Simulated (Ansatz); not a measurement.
KTaO3 in the cubic perovskite structure, relaxed with r2SCAN: 4 runs in Ansatz 0.2.0, each a construction of maximally localised Wannier functions. Space group Pm-3m (No. 221), cubic; a = 3.990 Å in the conventional setting, 12.71 Å³ an atom. Around K lie 12 O at 2.82 Å; around Ta lie 6 O at 2.00 Å; around O lie 2 Ta at 2.00 Å and 4 K at 2.82 Å. No spin polarisation and no zero-point or thermal motion.

```xyz
5
Lattice="3.9901 0.0000 0.0000 0.0000 3.9901 0.0000 0.0000 0.0000 3.9901" Properties=species:S:1:pos:R:3 pbc="T T T"
K     0.0000    0.0000    0.0000
Ta    1.9951    1.9951    1.9951
O     1.9951    1.9951    0.0000
O     1.9951    0.0000    1.9951
O     0.0000    1.9951    1.9951
```

Windows count from the top of the filled bands; a dash means that no such window was set (without an outer window there is no disentanglement).

```
functional  SCF mesh  trial orbitals  functions   mesh  window (eV)  frozen (eV)  Ω total (Å²)  Ω invariant (Å²)  largest spread (Å²)  least projectability  interpolation miss of the model's filled bands (eV, to the nearest computed level)
       PBE     6×6×6        O s, O p         12  4×4×4            –            –         11.43             10.05                 1.08                  0.83                                                                               0.055
       PBE     6×6×6        O s, O p         12  6×6×6            –            –         11.98             10.60                 1.14                  0.83                                                                               0.012
    r2SCAN     6×6×6        O s, O p         12  4×4×4            –            –         11.06              9.70                 1.04                  0.84                                                                               0.048
```

Task: Estimate from these rows what the further settings give.

| functional | SCF mesh | trial orbitals | functions | mesh | window (eV) | frozen (eV) |
| --- | --- | --- | --- | --- | --- | --- |
| PBE | 6×6×6 | O p | 9 | 4×4×4 | – | – |

Result:
```tsv
functional	SCF mesh	trial orbitals	functions	mesh	window (eV)	frozen (eV)	Ω total (Å²)	Ω invariant (Å²)	largest spread (Å²)	least projectability	interpolation miss of the model's filled bands (eV, to the nearest computed level)
PBE	6×6×6	O p	9	4×4×4	–	–	10.83	10.70	1.21	0.83	0.057
```

For O s, O p with PBE the spread goes 11.43 Å² (4×4×4), 11.98 Å² (6×6×6): finite differences on a coarse mesh understate it.

No spin-orbit coupling is included; it can move band edges with weight on the heavy atoms by tenths of an eV.
